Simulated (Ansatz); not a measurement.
CoSn (CoSn type, space group P6/mmm)

```yaml
crystal:
  lattice:
    - [5.29399, 0.00000, 0.00000]
    - [-2.64700, 4.58473, 0.00000]
    - [0.00000, 0.00000, 4.23543]
  atoms:
    - { symbol: Co, position: [0.50000, 0.00000, 0.00000] }
    - { symbol: Co, position: [0.50000, 0.50000, 0.00000] }
    - { symbol: Co, position: [0.00000, 0.50000, 0.00000] }
    - { symbol: Sn, position: [0.00000, 0.00000, 0.00000] }
    - { symbol: Sn, position: [0.33333, 0.66667, 0.50000] }
    - { symbol: Sn, position: [0.66667, 0.33333, 0.50000] }
```

Scan: atom 2 (Co, nearest neighbour Sn at 2.612 Å; its periodic images, 4.2 Å or more away, move with it) is displaced along Cartesian [110], direction (0.707, 0.707, 0.000) in Cartesian axes, by s. The other atoms stay.

Method: PBE (plane waves to 420 eV, PAW, scalar-relativistic; Ansatz, a quantum-chemistry and plane-wave program). k mesh 8×8×9 (Γ-centred), Fermi-Dirac smearing 0.05 eV. Energies are smeared free energies. With partly filled bands, energies and forces of such displacements shift with the k mesh and the smearing. CoSn is run without spin polarisation. CoSn was relaxed with its symmetry unable to fall. ΔE is measured from the undisplaced structure. The last digit holds for this mesh only.

| s (Å) | ΔE (meV/cell) |
|---|---|
| -0.260 | 218.9 |
| -0.208 | 133.6 |
| -0.156 | 72.4 |
| -0.104 | withheld |
| -0.052 | 7.7 |
| 0.000 | 0.0 |
| 0.052 | 7.7 |
| 0.104 | withheld |
| 0.156 | 72.4 |
| 0.208 | 133.6 |
| 0.260 | 218.9 |

### Question
Fit an even polynomial form (powers 2, 4) to the given rows and predict ΔE at s = -0.104.

### Answer
Least squares on the 9 given rows: ΔE = (2824)·s² + (6118)·s⁴, in meV/cell with s in Å; root-mean-square residual 0.03 meV/cell. At -0.104 the fit gives 31.3 meV/cell; the calculation gives 31.3 meV/cell, the same to the digits shown. The quadratic term alone would give 30.5 meV/cell.

(A displaced cell: forces are minus the slopes of the energy, force constants its curvatures, and phonons follow from these.)
